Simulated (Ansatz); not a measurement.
Consider the following.

YbGe2:
```cif
data_Ge2Yb
_chemical_formula_sum 'Yb1 Ge2'
_space_group_name_H-M_alt 'P 1'
_space_group_IT_number 1
_cell_length_a 4.39111
_cell_length_b 4.39111
_cell_length_c 4.00785
_cell_angle_alpha 90.000
_cell_angle_beta 90.000
_cell_angle_gamma 120.000
loop_
_space_group_symop_operation_xyz
  'x, y, z'
loop_
_atom_site_label
_atom_site_type_symbol
_atom_site_fract_x
_atom_site_fract_y
_atom_site_fract_z
_atom_site_occupancy
Yb1 Yb 0.00000 0.00000 0.00000 1
Ge1 Ge 0.33333 0.66667 0.50000 1
Ge2 Ge 0.66667 0.33333 0.50000 1
```

This is the PBE-relaxed structure.

Question: All from PBE (plane waves, PAW; program Ansatz), unless another level is named. Predict the electronic character.

Answer: metallic (no gap).

Question: What about the density of states at the Fermi level?

Answer: 0.65 states/eV per atom (mean over ±0.08 eV).

Question: Next, the formation energy from the elements (no fitted shifts)?

Answer: -0.41 eV/atom.

Space group P6/mmm. The cell is a constructed one: a structure type filled with these elements; neither database checked (COD, Materials Project) lists it. Its standing as an ambient phase is unchecked. The cell was relaxed with PBE under the symmetry of its start; its stability against distortions is not shown here. The workflow began spin-polarised and lost its moments. The 4f shell is in the valence. No Hubbard U is applied. The references are the lowest solids computed at this level, not always the standard phases. Spin–orbit coupling is left out wherever it is not named.

Potentials: the later of the program's two PAW sets.
